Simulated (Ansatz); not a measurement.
Theory: Ansatz, DFT PBE, scalar-relativistic, plane waves, PAW. Settings: cutoff 420 eV, Γ-centred meshes spaced at most about 0.3 Å⁻¹ (2π included), Gaussian smearing. No spin polarisation in the final relaxations.

All energies are static (0 K, no zero-point motion).

Compare these two cells of MgCd3Te4, each relaxed at this level.

A.

```
CELL_PARAMETERS angstrom
4.66058 0.00000 0.00000
-2.33029 4.03618 0.00000
0.00000 0.00000 15.23766
ATOMIC_POSITIONS crystal
Mg 0.33333 0.66667 0.49728
Cd 0.33333 0.66667 0.99894
Cd 0.66667 0.33333 0.25137
Cd 0.66667 0.33333 0.74716
Te 0.33333 0.66667 0.18732
Te 0.33333 0.66667 0.68291
Te 0.66667 0.33333 0.43967
Te 0.66667 0.33333 0.93537
```

B.

```
CELL_PARAMETERS angstrom
4.66957 0.00000 0.00000
0.00000 4.66957 0.00000
0.00000 0.00000 13.13422
ATOMIC_POSITIONS crystal
Mg 0.00000 0.00000 0.50000
Cd 0.00000 0.00000 0.00000
Cd 0.50000 0.50000 0.25248
Cd 0.50000 0.50000 0.74752
Te 0.50000 0.00000 0.37928
Te 0.00000 0.50000 0.62072
Te 0.50000 0.00000 0.87378
Te 0.00000 0.50000 0.12622
```

Question: Which form is favoured at zero pressure, and by what margin per atom?

Answer: They are level within the accuracy (3 meV/atom apart, with B the lower in these runs). A has Mg and Cd ordered on wurtzite sites, space group P3m1 (No. 156), 35.8 Å³/atom and a gap of 0.90 eV on its mesh; B has Mg and Cd ordered on zinc blende sites, space group P-4m2 (No. 115), 35.8 Å³/atom and a gap of 0.96 eV. Counting Te atoms around Cd and Mg (those within 1.25 times the shortest such distance or 1.15 times the sum of covalent radii), A and B both have Mg 4, Cd 4. Both come from invented guesses.

Spin–orbit coupling, which can matter for Te, is left out. Kohn–Sham gaps at this level usually fall short of measured ones. The missing spin–orbit coupling can work the other way here. Cells relaxed within their symmetry can be saddle points.
